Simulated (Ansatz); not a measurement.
**Question.** Name crystals whose computed values (r²SCAN in the plane-wave PAW code Ansatz) fall in these windows: gap (eV) 2.0 to 2.5; electron conductivity mass (mₑ) 1.8 to 2.4; B₀ by P(V) fit (GPa) 10 to 16.

**Answer.** 

| crystal | gap (eV) | electron conductivity mass (mₑ) | B₀ by P(V) fit (GPa) |
|---|---|---|---|
| CsVI3, P6_3/mmc (Cs on 2c, V on 2a, I on 6h) | 2.18 | 2.0 | 13.0 |
Others may fit too.

Spin orders computed, not proven ground states: CsVI3, P6_3/mmc (Cs on 2c, V on 2a, I on 6h) antiferromagnetic. Standing as an ambient phase not checked: CsVI3, P6_3/mmc (Cs on 2c, V on 2a, I on 6h). The cell was relaxed under the symmetry of its start. Cells of antiferromagnets are given as chemical subcells. Spin–orbit coupling is left out wherever it is not named.

Potentials: the later of the program's two PAW sets.
